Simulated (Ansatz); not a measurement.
MgO (started from an entry of an open crystallographic database), relaxed with r2SCAN, was run in Ansatz under altered settings. All numbers are computed, without spin polarisation but where a row says otherwise.

```xyz
2
Lattice="0.0000 2.1022 2.1022 2.1022 0.0000 2.1022 2.1022 2.1022 0.0000" Properties=species:S:1:pos:R:3 pbc="T T T"
Mg    0.0000    0.0000    0.0000
O     2.1022    2.1022    2.1022
```

The base run's other keys:
```yaml
kpoints:
  mp_grid: { grid: [8, 8, 8] }
hamiltonian:
  xc: pbe
scf:
  occupations: { method: fixed }
  n_extra_bands: 4
```

It takes 6 iterations with 339 plane waves at 420 eV and 29 k points, and leaves a mean stress of +5.61 GPa. The gap over this mesh is 4.797 eV. It ran on 4 threads of Arm Neoverse N1 (shared host).

Outcomes, with energy and stress as changes against the base:
```
                               setting    outcome  ΔF (meV/atom)  Δ mean stress (GPa)  gap on the mesh (eV)  iterations  wall time
       kpoints.mp_grid.grid: [3, 3, 3]  converged            +45                +0.44                 4.755           6      0.3 s
         scf.occupations: gaussian 0.2  converged            0.0                 0.00                 4.797           6     0.43 s
            scf.occupations: cold 0.05  converged            0.0                 0.00                 4.797           5     0.42 s
               basis.ecutrho_ratio: 12  converged            0.0                 0.00                 4.797           6     0.54 s
    scf.occupations: fermi_dirac 0.001  converged            0.0                 0.00                 4.797           6     0.44 s
      scf.occupations: fermi_dirac 0.2  converged            0.0                 0.00                 4.797           6     0.46 s
        scf.occupations: gaussian 0.05  converged            0.0                 0.00                 4.797           6     0.45 s
       kpoints.mp_grid.grid: [4, 4, 4]  converged           +6.3                +0.02                 4.789           6     0.33 s
       scf.mixing.preconditioner: none  converged            0.0                 0.00                 4.797           6     0.45 s
scf.occupations: methfessel_paxton 0.5  converged            0.0                 0.00                 4.797           5     0.43 s
     scf.mixing.preconditioner: kerker  converged            0.0                 0.00                 4.797           6     0.44 s
            hamiltonian.dispersion: d4  converged           -167                -3.20                 4.797           6     0.64 s
             scf.occupations: cold 0.5  converged            0.0                 0.00                 4.797           5     0.42 s
```
A dash marks a value that wasn't obtained or can't be compared. Stress is positive in compression. The base took 0.44 s.

- kpoints.mp_grid.grid: [3, 3, 3]. The free energy moves by +45 meV an atom, the mean stress by +0.44 GPa and the gap on the mesh by -0.042 eV (to 4.755). The mesh is too coarse.
- kpoints.mp_grid.grid: [4, 4, 4]. The free energy moves by +6.3 meV an atom, the mean stress by +0.02 GPa and the gap on the mesh by -0.008 eV (to 4.789). The mesh is too coarse.
- hamiltonian.dispersion: d4. The free energy moves by -167 meV an atom, the mean stress by -3.20 GPa and the gap on the mesh by 0.000 eV (to 4.797). D4, pair terms with charge-dependent coefficients and a three-body term, adds to energy, forces and stress after the SCF and leaves the bands alone.

Within 1 meV an atom, 0.1 GPa and 0.005 eV of the base stay: scf.occupations: gaussian 0.2; scf.occupations: cold 0.05; basis.ecutrho_ratio: 12; scf.occupations: fermi_dirac 0.001; scf.occupations: fermi_dirac 0.2; scf.occupations: gaussian 0.05; scf.mixing.preconditioner: none; scf.occupations: methfessel_paxton 0.5; scf.mixing.preconditioner: kerker; scf.occupations: cold 0.5.
